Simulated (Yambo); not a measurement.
Si (space group P6_3/mmc, No. 194): a test of whether the lowest BSE state is resolved, against the k mesh (Yambo, PBEsol bands; otherwise 5 valence and 7 conduction bands, static screening with 37 bands and a 4 Ry block, scissor 0.69 eV, Tamm-Dancoff).

| k mesh | direct gap (eV) | lowest state (eV) | difference (eV) | k points taking part | rough cost |
|---|---|---|---|---|---|
| 3×3×2 | 1.64 | 1.50 | 0.14 | 1.0 | about 1/70 |
| 6×6×2 | 1.64 | 1.50 | 0.14 | 1.0 | about 1/10 |
| 6×6×4 | 1.64 | 1.53 | 0.11 | 1.0 | about 1/4 |
| 9×9×4 | 1.64 | 1.55 | 0.09 | 1.0 | 1 |

The last step moves the difference by 0.02 eV. Even the densest mesh doesn't resolve the state: none of these energies is a result, and the difference is no binding energy.

These are vertical excitations (zero momentum); the indirect quasiparticle gap, about 0.98 eV, is smaller than the direct one (1.64 eV on the GW mesh). The scissor comes from a G0W0 run whose convergence isn't established; costs are rough.

Geometry relaxed with PBEsol; primitive cell a = b = 3.8259 Å, c = 6.3152 Å, α = β = 90.00°, γ = 120.00°.

This is not the ordinary phase of the substance; no match was found in the copy of COD used, and its stability was not checked.
